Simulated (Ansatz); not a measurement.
Values for one crystal, relaxed and computed with plane-wave PAW r²SCAN+D4 (Ansatz code); other levels are named.

```yaml
volume_per_atom: 9.00 Å³
band_gap: 4.22 eV (smallest direct gap 4.24 eV)
Formation energy from the elements (no fitted shifts): -1.38 eV/atom
Pressure derivative B′: 10.8
HSE06 gap on the r²SCAN+D4 cell: 4.95 eV
mechanical_stability: stable (all eigenvalues of C positive)
Bulk modulus (Birch–Murnaghan fit): 30.9 GPa
```

**Question.** Which compound is it?
A. Bi2Se3, R-3m (Bi on 6c, Se on 3a, Se on 6c)
B. PtS2, CdI2 type
C. WS2, R3m (W on 3a, S on 3a, S on 3a)
D. BN, P6_3/mmc (B on 2b, N on 2c)

**Answer.** D, BN, P6_3/mmc (B on 2b, N on 2c)

The start of the workflow was typed in or built on a structure type. Its sites differ from those of the usual phase in this space group: another stacking or structure type. Symmetry was held in the r²SCAN+D4 relaxation; whether a distortion lowers the energy is not shown. The volume moved by 53 % from the start of the relaxation. The references are the lowest solids computed at this level, not always the standard phases (solids in place of the gases).

Potentials: the later of the program's two PAW sets.
